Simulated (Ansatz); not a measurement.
Here is the system:

Ti3Ag:
```
CELL_PARAMETERS angstrom
      3.98815     0.00000     0.00000
      0.00000     3.98815     0.00000
      0.00000     0.00000     3.98705
ATOMIC_POSITIONS crystal
  Ti 0.00000 0.50000 0.50000
  Ti 0.50000 0.00000 0.50000
  Ag 0.00000 0.00000 0.00000
  Ti 0.50000 0.50000 0.00000
```

This is the LDA-relaxed structure.

Q: All from LDA (plane waves, PAW; program Ansatz), unless another level is named. Give the bulk modulus (Birch–Murnaghan fit).

A: 136 GPa.

Q: Give the highest zone-centre frequency.

A: 256 cm⁻¹.

Space group Pm-3m (Cu3Au type). The workflow started from an entry of the Crystallography Open Database (COD); the relaxed space group is not among those it files for this formula. COD files the formula under space group No. 123, so this cell is another polymorph or a model. Whether it is the stable phase at ambient conditions was not checked. Symmetry was held in the LDA relaxation; of distortions, only those at the zone centre were tested. The run is not spin-polarised. As this level gives no gap, phonon frequencies hold no LO–TO term and depend on the k-mesh and smearing (Fermi–Dirac, 0.1 eV here).

Potentials: the later of the program's two PAW sets.
